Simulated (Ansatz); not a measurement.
**Fields on a plane of TaCo3 (space group R-3m)**

```
CELL_PARAMETERS angstrom
      2.54643     1.47018     6.17041
     -2.54643     1.47018     6.17041
      0.00000    -2.94037     6.17041
ATOMIC_POSITIONS crystal
  Ta 0.00000 0.00000 0.00000
  Ta 0.21869 0.21869 0.21869
  Ta 0.78131 0.78131 0.78131
  Co 0.50000 0.50000 0.00000
  Co 0.00000 0.50000 0.50000
  Co 0.50000 0.00000 0.50000
  Co 0.71387 0.24183 0.71387
  Co 0.28613 0.75817 0.28613
  Co 0.71387 0.71387 0.24183
  Co 0.28613 0.28613 0.75817
  Co 0.24183 0.71387 0.71387
  Co 0.75817 0.28613 0.28613
```

The slice is a (-1 1 0 4) plane (indices of the conventional cell) through the point (0.219, 0.219, 0.219) (fractional), spanned by u = [1 0 -1] and v = [1 -1 1] in vectors of this cell: u (5.09 Å) and v (8.52 Å, at 90° to u). It covers one period; positions are fractions (u, v).

Atoms on it: Ta at (0.00, 0.00); Co at (0.50, 0.00), 0.1 Å off the plane. Other atoms lie within 1 Å of the plane.

These are PBEsol (plane waves to 420 eV, PAW, scalar-relativistic; Ansatz, a quantum-chemistry and plane-wave program) values and carry that method's errors. k mesh 9×9×9. Inside the PAW spheres the values are not all-electron values, and peaks at nuclei hang on which shells count as valence. Spin-orbit coupling is left out, though Ta is heavy. TaCo3 is run without spin polarisation. TaCo3 was relaxed with its symmetry unable to fall.

```tsv
v \ u	0.00	0.17	0.33	0.50	0.67	0.83
0.90	x	6.3	11.3	x	11.3	6.3
0.80	13.4	6.8	x	14.1	x	6.8
0.70	<6.0	8.0	8.4	10.0	8.4	8.0
0.60	x	<6.0	9.6	x	9.6	<6.0
0.50	<6.0	9.9	11.7	9.3	11.7	9.9
0.40	x	11.9	7.8	x	7.8	11.9
0.30	x	x	x	x	x	x
0.20	x	12.3	8.3	x	8.3	12.3
0.10	x	6.6	11.8	x	11.8	6.6
0.00	x	x	x	x	x	x
```

Values: electrostatic potential energy of an electron, from the cell's mean, in eV. Points within 1 Å of a nucleus are blanked (x), as the pseudised field means little there. Values under 6 eV are set to 6. The zero, the cell's mean, hangs on the PAW cores.

```
|++++::  ..==##==..  ::++|
|--::..    ..::..    ..::|
|      ..          ..    |
|    ..::..      ..::..  |
|    ..::..      ..::..  |
|    ......      ......  |
|::..    ....::....    ..|
|--::..  ..::==::..  ..::|
|::..      ..::..      ..|
|..          ..          |
|                        |
|....      ..::..      ..|
|++--..  ..==++==..  ..--|
|##++..  ::++++++::  ..++|
|++--..  ..==++==..  ..--|
|....      ..::..      ..|
|                        |
|--::      ..::..      ::|
|++++::  ..++##++..  ::++|
|==++--  ::##@@##::  --++|
```
Scale: ten equal steps from -0.65 (start of ' ') to 1.69 (end of '@'), in the order ' .:-=+*#%@'. Values: log₁₀ of the valence density in e/Å³. The map has 12 points along u (two characters each, u = 0 at the left) and 20 along v (v = 0 in the bottom row). The scale is logarithmic, as a density can span decades between atoms and voids.
